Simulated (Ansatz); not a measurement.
PbSe:
```
CELL_PARAMETERS angstrom
      2.16660    -3.75645     0.00000
      4.33639     0.00000     0.00000
      2.16938    -1.25307     3.54106
ATOMIC_POSITIONS crystal
  Pb 0.00882 0.49008 0.99308
  Se 0.50923 0.98989 0.49283
```

PBE+D3(BJ) in the plane-wave PAW code Ansatz gives a gap of 0.31 eV without spin–orbit coupling, maximum at X, minimum at R.

Problem. What happens when spin–orbit coupling is switched on?

Solution. The gap shrinks by 0.13 eV, to 0.18 eV; maximum at X, minimum at R.

Problem. Give the electron effective mass with spin–orbit coupling.

Solution. 0.14, 0.15, 0.15 mₑ (principal values).

Problem. Give the hole effective mass with spin–orbit coupling.

Solution. 0.15, 0.18, 0.18 mₑ (principal values).

Problem. Give the Z2 indices of the occupied bands with spin–orbit coupling.

Solution. 0;(000).

Space group Fm-3m (rock salt). The PBE+D3(BJ) relaxation kept the symmetry of its start; of distortions, only those at the zone centre were tested.

Potentials: the later of the program's two PAW sets.
